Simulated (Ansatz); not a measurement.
The relaxed structure here is a generated cell of GeS: the first start was made by placing the elements on the sites of a structure type, and the end was not matched to a known phase here, so it may be hypothetical.

A structure of GeS relaxed with PBEsol (plane waves to 420 eV, PAW, scalar-relativistic; Ansatz, a program for electronic structure); single points at other levels follow on the same geometry (Ansatz, PAW; HSE06 at 420 eV on a 6×6×6 k-mesh; no spin-orbit coupling). Space group P4/nmm (No. 129).

```
CELL_PARAMETERS angstrom
      4.56457     0.00000     0.00000
      0.00000     4.56457     0.00000
      0.00000     0.00000     3.95630
ATOMIC_POSITIONS crystal
  Ge 0.00000 0.50000 0.27121
  Ge 0.50000 0.00000 0.72879
  S  0.50000 0.50000 0.00000
  S  0.00000 0.00000 0.00000
```

```
level   gap (eV)      kind      conduction minimum
------  --------  --------  ----------------------
PBEsol      0.15  indirect  k = (0.2, 0.2, 0.3333)
HSE06       0.49         –  k = (0.2, 0.2, 0.3333)
```

HSE06 gaps come from a coarse mesh plus a few chosen points, so they may be too large. No spin polarisation in the result.

The run could not lose the symmetry of its start: the end is stationary, and may be a saddle point rather than a minimum.
